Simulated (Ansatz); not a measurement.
## Structure search: one GeP₅ candidate

The calculation used DFT PBE, scalar-relativistic, plane waves, PAW in Ansatz. Cutoff 420 eV, Gaussian smearing, Γ-centred meshes. Cell and atoms relax first on a coarse mesh and then on a finer one. In between, the cell is made exact in the group found at 0.06 Å. In metals the finer mesh still leaves noise of several meV/atom or more. The steps can't lower the symmetry of their start. No spin polarisation.

A trial structure of GeP₅ was built thus: random cell by space group and Wyckoff sites (P-6m2, No. 187). Its size is a rough estimate.

```xyz
6
Lattice="5.9568 0.0000 0.0000 -2.9784 5.1587 0.0000 0.0000 0.0000 4.0670" Properties=species:S:1:pos:R:3 pbc="T T T"
Ge    2.9784    1.7196    2.0335
P    -1.6193    4.3741    0.0000
P     0.0000    1.5693    0.0000
P     1.6193    4.3741    0.0000
P     0.0000    3.4392    0.0000
P     0.0000    0.0000    2.0335
```

The zero of energy is the elements' standard structures at the same level; no fitted shifts are applied. The references include black phosphorus.

Q: Describe the relaxed structure.

A: The symmetry stays P-6m2 (No. 187). The volume per atom shrinks by 0.7 %, from 20.8 to 20.7 Å³. The shortest distance goes from 1.87 Å (P–P) to 2.17 Å (P–P). The ratio c/a of the conventional cell changes by a factor of 0.64. The energy falls by about 0.40 eV/atom (the start's value is from the coarse mesh). Conventional cell: a = 6.907 Å, c = 3.005 Å. Ge has 2 Ge at 3.01 Å; P on a site of symmetry mm2 has 1 P at 2.17 Å and 2 P at 2.36 Å; P on a site of symmetry -6m2 is surrounded by 3 P at 2.17 Å; P on a second site of symmetry -6m2 is surrounded by 6 P at 2.36 Å and 2 P at 3.01 Å.

```cif
data_structure
_symmetry_space_group_name_H-M 'P-6m2'
_symmetry_Int_Tables_number 187
_cell_length_a 6.9070
_cell_length_b 6.9070
_cell_length_c 3.0052
_cell_angle_alpha 90.000
_cell_angle_beta 90.000
_cell_angle_gamma 120.000
_cell_volume 124.16
loop_
_atom_site_label
_atom_site_type_symbol
_atom_site_symmetry_multiplicity
_atom_site_Wyckoff_symbol
_atom_site_fract_x
_atom_site_fract_y
_atom_site_fract_z
_atom_site_occupancy
Ge1 Ge 1 f 0.66667 0.33333 0.50000 1
P1 P 3 j 0.15195 0.84805 0.00000 1
P2 P 1 c 0.33333 0.66667 0.00000 1
P3 P 1 b 0.00000 0.00000 0.50000 1
```

Q: How does it come out in energy, and is it a metal?

A: The energy over the elements is +0.80 eV/atom. The gap on the 6×6×10 mesh of the 6-atom cell is 0 eV (a metal).

It can't be a ground state, since the elements alone are lower.

The last run used Gaussian smearing of 0.10 eV. An odd number of electrons in the primitive cell allows no gap without spin; a larger cell or a magnetic state could open one. The cell is a metal run without spin; a magnetic state may lie lower. The reference form of P is held partly by dispersion forces, which this level lacks. A structure relaxed within its symmetry needn't be a true minimum. In all, the 3 runs took 8.8 min on 1 thread of Intel(R) Xeon(R) Processor @ 2.50GHz (Skylake/Cascade Lake) (shared host). Another cell of GeP5 relaxed alike, in P6/mmm, lies 0.36 eV/atom lower, so this cell isn't the stable form at this level.
